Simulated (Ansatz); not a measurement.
La3InN (anti-perovskite, space group No. 221), r²SCAN in the plane-wave PAW code Ansatz, all energies at zero smearing, with the estimated change up to a 700 eV cutoff added, with one set of potentials and settings (totals compare only within such a set). Cell of 5 atoms (3 La, 1 In, 1 N): -24796.511 eV.

```
element                reference phase  E (eV/atom)
-------  -----------------------------  -----------
La       P6_3/mmc, 4 atoms in the cell   -6264.8722
In         I4/mmm, 1 atoms in the cell   -5611.8812
N            Pa-3, 8 atoms in the cell    -384.8341
```

Formation energy per atom, worked out: (-24796.511 − 3×(-6264.8722) − 1×(-5611.8812) − 1×(-384.8341))/5 = -1.036 eV/atom (-100 kJ per mol of atoms), at 0 K, without zero-point energy or fitted corrections.

Space group Pm-3m (anti-perovskite). The first step of the workflow began from a Materials Project structure, measured or hypothetical; the Crystallography Open Database files this formula in space group No. 221, but the cells were not matched. Its standing as an ambient phase is unchecked. The r²SCAN relaxation kept the symmetry of its start; whether a distortion lowers the energy is not shown. The references are the lowest solids computed at this level, not always the standard phases (solids in place of the gases). Spin–orbit coupling is left out wherever it is not named.

Potentials: the earlier of the program's two PAW sets.
